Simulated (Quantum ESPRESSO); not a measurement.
# Al2GeZnN4: finding a planted mistake in a log

A calculation, not a measurement. The program is pw.x of Quantum ESPRESSO 7.5 (plane-wave density functional theory). The cell is made up: 8 atoms on a wurtzite lattice, with randomly drawn elements, strain and displacements, not relaxed. PseudoDojo standard norm-conserving files (v0.5 for PBE, v0.4.1 for LDA and PBEsol) set the functional; there is no spin polarisation, spin-orbit coupling or dispersion term, and the masses in the input are unused placeholders.

Intended input:

```
&control calculation='scf', pseudo_dir='./dojo.nc.sr.pbe.v0_5.standard.upf', outdir='./o', disk_io='medium', tprnfor=.true., tstress=.true. /
&system ibrav=0, nat=8, ntyp=4, nbnd=36, ecutwfc=84.00895049, nosym=.true., tot_charge=0,
 occupations='smearing', smearing='fd', degauss=0.0018374661
/
&electrons conv_thr=7.350e-09, electron_maxstep=60, /
ATOMIC_SPECIES
Al 1.0 Al.upf
Ge 1.0 Ge.upf
N 1.0 N.upf
Zn 1.0 Zn.upf
CELL_PARAMETERS angstrom
3.1632 0.0349 -0.0013
0.0604 5.4339 0.0373
-0.0021 0.0352 4.9819
ATOMIC_POSITIONS angstrom
Al 0.0276 -0.0161 0.0728
Al 1.6218 2.6585 0.0049
Ge 1.5216 0.9789 2.5151
Zn -0.1292 3.6799 2.4201
N -0.1685 0.0374 1.7604
N 1.7244 2.7959 1.7955
N 1.6166 0.9015 4.465
N 0.0402 3.6487 4.4641
K_POINTS automatic
6 4 4 1 1 1
```

The log is shortened where brackets say so; the opening notice, blank lines, dates and the lines on written files are dropped, and the path of the files is cut. It prints rydbergs, bohrs and kilobars, and counts compression as positive stress.

Log of the intended run:

```
     Program PWSCF v.7.5
     Parallel version (MPI & OpenMP), running on       1 processor cores
     Number of MPI processes:                 1
     Threads/MPI process:                     1
     [start-up lines left out]
     bravais-lattice index     =            0
     lattice parameter (alat)  =       5.9779  a.u.
     unit-cell volume          =     577.7706 (a.u.)^3
     number of atoms/cell      =            8
     number of atomic types    =            4
     number of electrons       =        60.00
     number of Kohn-Sham states=           36
     kinetic-energy cutoff     =      84.0090  Ry
     charge density cutoff     =     336.0358  Ry
     scf convergence threshold =      7.3E-09
     mixing beta               =       0.7000
     number of iterations used =            8  plain     mixing
     Exchange-correlation= PBE
                           (   1   4   3   4   0   0   0)
     [axes and pseudopotential details left out]
   Cartesian axes
     site n.     atom                  positions (alat units)
         1        Al     tau(   1) = (   0.0087248  -0.0050895   0.0230133  )
         2        Al     tau(   2) = (   0.5126774   0.8403952   0.0015490  )
         3        Ge     tau(   3) = (   0.4810026   0.3094462   0.7950641  )
         4        Zn     tau(   4) = (  -0.0408422   1.1632763   0.7650330  )
         5        N      tau(   5) = (  -0.0532656   0.0118227   0.5564911  )
         6        N      tau(   6) = (   0.5451109   0.8838295   0.5675868  )
         7        N      tau(   7) = (   0.5110336   0.2849788   1.4114592  )
         8        N      tau(   8) = (   0.0127079   1.1534135   1.4111747  )
     number of k points=    48  Fermi-Dirac smearing, width (Ry)=  0.0018
                       cart. coord. in units 2pi/alat
        k(    1) = (   0.0825841   0.0713103   0.0789031), wk =   0.0416667
        k(    2) = (   0.0826613   0.0702197   0.2376551), wk =   0.0416667
     [further k points left out]
     Dense  grid:    60149 G-vectors     FFT dimensions: (  36,  60,  60)
     Estimated max dynamical RAM per process >      78.15 MB
     Initial potential from superposition of free atoms
     starting charge      59.9941, renormalised to      60.0000
     Starting wfcs are   43 randomized atomic wfcs
     total cpu time spent up to now is        8.9 secs
     per-process dynamical memory:    51.5 Mb
     Self-consistent Calculation
     iteration #  1     ecut=    84.01 Ry     beta= 0.70
     Davidson diagonalization with overlap
     ethr =  1.00E-02,  avg # of iterations =  3.1
     total cpu time spent up to now is       29.5 secs
     total energy              =    -688.10364185 Ry
     estimated scf accuracy    <       2.54519144 Ry
     iteration #  2     ecut=    84.01 Ry     beta= 0.70
     Davidson diagonalization with overlap
     ethr =  4.24E-03,  avg # of iterations =  3.1
     total cpu time spent up to now is       49.8 secs
     total energy              =    -688.65137162 Ry
     estimated scf accuracy    <       3.02263896 Ry
     [iterations 3 to 11 left out]
     iteration # 12     ecut=    84.01 Ry     beta= 0.70
     Davidson diagonalization with overlap
     ethr =  3.35E-10,  avg # of iterations =  2.0
     total cpu time spent up to now is      199.3 secs
     total energy              =    -689.27431434 Ry
     estimated scf accuracy    <       0.00000002 Ry
     iteration # 13     ecut=    84.01 Ry     beta= 0.70
     Davidson diagonalization with overlap
     ethr =  2.60E-11,  avg # of iterations =  3.8
     total cpu time spent up to now is      215.9 secs
     End of self-consistent calculation
     [lines on levels left out]
!    total energy              =    -689.27431435 Ry
     estimated scf accuracy    <          3.4E-09 Ry
     smearing contrib. (-TS)   =      -0.00000000 Ry
     internal energy E=F+TS    =    -689.27431435 Ry
     The total energy is F=E-TS. E is the sum of the following terms:
     one-electron contribution =    -479.50098526 Ry
     hartree contribution      =     273.65673224 Ry
     xc contribution           =    -118.11952674 Ry
     ewald contribution        =    -365.31053459 Ry
     convergence has been achieved in  13 iterations
     Forces acting on atoms (cartesian axes, Ry/au):
     atom    1 type  1   force =     0.01111307   -0.07912993   -0.17022596
     atom    2 type  1   force =     0.00008558    0.10228254   -0.04742460
     atom    3 type  2   force =    -0.01238835    0.06213620   -0.02162513
     atom    4 type  4   force =     0.14951239    0.02042845    0.10633863
     atom    5 type  3   force =     0.04502534    0.09368329    0.17636279
     atom    6 type  3   force =    -0.17087696   -0.19087808    0.01945745
     atom    7 type  3   force =    -0.02701792   -0.00210954   -0.07115905
     atom    8 type  3   force =     0.00454685   -0.00641293    0.00827586
     Total force =     0.447752     Total SCF correction =     0.000219
     Computing stress (Cartesian axis) and pressure
          total   stress  (Ry/bohr**3)                   (kbar)     P=      140.05
   0.00058536   0.00007936   0.00023632           86.11       11.67       34.76
   0.00007936   0.00055945   0.00017750           11.67       82.30       26.11
   0.00023632   0.00017750   0.00171123           34.76       26.11      251.73
     init_run     :      8.31s CPU      8.74s WALL (       1 calls)
     electrons    :    198.10s CPU    207.02s WALL (       1 calls)
     forces       :      2.03s CPU      2.06s WALL (       1 calls)
     stress       :      9.61s CPU      9.65s WALL (       1 calls)
     [timing details left out]
     PWSCF        :   3m38.25s CPU   3m47.79s WALL
     JOB DONE.
```

A second run was made from an input with one planted mistake. Its log:

```
     Program PWSCF v.7.5
     Parallel version (MPI & OpenMP), running on       1 processor cores
     Number of MPI processes:                 1
     Threads/MPI process:                     1
     [start-up lines left out]
     bravais-lattice index     =            0
     lattice parameter (alat)  =       5.9779  a.u.
     unit-cell volume          =     577.7706 (a.u.)^3
     number of atoms/cell      =            8
     number of atomic types    =            4
     number of electrons       =        60.00
     number of Kohn-Sham states=           36
     kinetic-energy cutoff     =      84.0090  Ry
     charge density cutoff     =     336.0358  Ry
     scf convergence threshold =      7.3E-09
     mixing beta               =       0.7000
     number of iterations used =            8  plain     mixing
     Exchange-correlation= PBE
                           (   1   4   3   4   0   0   0)
     [axes and pseudopotential details left out]
   Cartesian axes
     site n.     atom                  positions (alat units)
         1        Al     tau(   1) = (   0.0087248  -0.0050895   0.0230133  )
         2        Al     tau(   2) = (   0.5126774   0.8403952   0.0015490  )
         3        Ge     tau(   3) = (   0.4810026   0.3094462   0.7950641  )
         4        Zn     tau(   4) = (  -0.0408422   1.1632763   0.7650330  )
         5        N      tau(   5) = (  -0.0532656   0.0118227   0.5564911  )
         6        N      tau(   6) = (   0.5451109   0.8838295   0.5675868  )
         7        N      tau(   7) = (   0.5110336   0.2849788   1.4114592  )
         8        N      tau(   8) = (   0.0127079   1.1534135   1.4111747  )
     number of k points=     1  Fermi-Dirac smearing, width (Ry)=  0.0018
                       cart. coord. in units 2pi/alat
        k(    1) = (  -0.4970336  -0.2833876  -0.3156958), wk =   2.0000000
     Dense  grid:    60149 G-vectors     FFT dimensions: (  36,  60,  60)
     Estimated max dynamical RAM per process >      78.15 MB
     Initial potential from superposition of free atoms
     starting charge      59.9941, renormalised to      60.0000
     Starting wfcs are   43 randomized atomic wfcs
     total cpu time spent up to now is        1.9 secs
     per-process dynamical memory:    50.2 Mb
     Self-consistent Calculation
     iteration #  1     ecut=    84.01 Ry     beta= 0.70
     Davidson diagonalization with overlap
     ethr =  1.00E-02,  avg # of iterations =  4.0
     total cpu time spent up to now is        2.4 secs
     total energy              =    -688.32029297 Ry
     estimated scf accuracy    <       2.52072223 Ry
     iteration #  2     ecut=    84.01 Ry     beta= 0.70
     Davidson diagonalization with overlap
     ethr =  4.20E-03,  avg # of iterations =  3.0
     total cpu time spent up to now is        2.9 secs
     total energy              =    -688.68702556 Ry
     estimated scf accuracy    <       3.40080982 Ry
     [iterations 3 to 10 left out]
     iteration # 11     ecut=    84.01 Ry     beta= 0.70
     Davidson diagonalization with overlap
     ethr =  6.47E-10,  avg # of iterations =  3.0
     total cpu time spent up to now is        6.9 secs
     total energy              =    -689.45475806 Ry
     estimated scf accuracy    <       0.00000010 Ry
     iteration # 12     ecut=    84.01 Ry     beta= 0.70
     Davidson diagonalization with overlap
     ethr =  1.71E-10,  avg # of iterations =  2.0
     total cpu time spent up to now is        7.4 secs
     End of self-consistent calculation
     [lines on levels left out]
!    total energy              =    -689.45475807 Ry
     estimated scf accuracy    <          6.9E-09 Ry
     smearing contrib. (-TS)   =      -0.00000000 Ry
     internal energy E=F+TS    =    -689.45475807 Ry
     The total energy is F=E-TS. E is the sum of the following terms:
     one-electron contribution =    -479.72672803 Ry
     hartree contribution      =     273.73188789 Ry
     xc contribution           =    -118.14938334 Ry
     ewald contribution        =    -365.31053459 Ry
     convergence has been achieved in  12 iterations
     Forces acting on atoms (cartesian axes, Ry/au):
     atom    1 type  1   force =    -0.00087450   -0.11548123   -0.17047746
     atom    2 type  1   force =     0.00035576    0.07181339   -0.04415030
     atom    3 type  2   force =     0.02067133    0.03816358   -0.00225109
     atom    4 type  4   force =     0.14310425   -0.04159372    0.10506574
     atom    5 type  3   force =    -0.00642444    0.10749462    0.19280214
     atom    6 type  3   force =    -0.14759851   -0.21646087    0.03665156
     atom    7 type  3   force =    -0.01459264    0.08022819   -0.12532965
     atom    8 type  3   force =     0.00535877    0.07583604    0.00768905
     Total force =     0.481239     Total SCF correction =     0.000367
     Computing stress (Cartesian axis) and pressure
          total   stress  (Ry/bohr**3)                   (kbar)     P=      100.34
   0.00006088   0.00007670   0.00026214            8.96       11.28       38.56
   0.00007670   0.00081012  -0.00030946           11.28      119.17      -45.52
   0.00026214  -0.00030946   0.00117536           38.56      -45.52      172.90
     init_run     :      1.70s CPU      1.74s WALL (       1 calls)
     electrons    :      5.08s CPU      5.52s WALL (       1 calls)
     forces       :      0.18s CPU      0.21s WALL (       1 calls)
     stress       :      0.48s CPU      0.57s WALL (       1 calls)
     [timing details left out]
     PWSCF        :      7.60s CPU      8.23s WALL
     JOB DONE.
```

Question: what was wrong in the second input?

Answer: the k-point mesh is too coarse. The input lines that differ, file-writing options aside:

```
- 6 4 4 1 1 1
+ 1 1 1 1 1 1
```

|  | intended run | run with the mistake |
| --- | --- | --- |
| free energy (eV) | -9378.055 | -9380.510 |
| smearing term -TS (eV) | 0.0000 | 0.0000 |
| pressure (GPa) | 14.00 | 10.03 |
| largest force component (eV/Å) | 4.908 | 5.565 |
| largest change of a force component (eV/Å) |  | 2.117 |
| iterations | 13 | 12 |

For scale, a rerun of the intended cell at 1437 eV and a 8 x 6 x 6 mesh moved values by no more than 0.002 eV in energy, 0.04 GPa in stress and 0.002 eV/Å in force.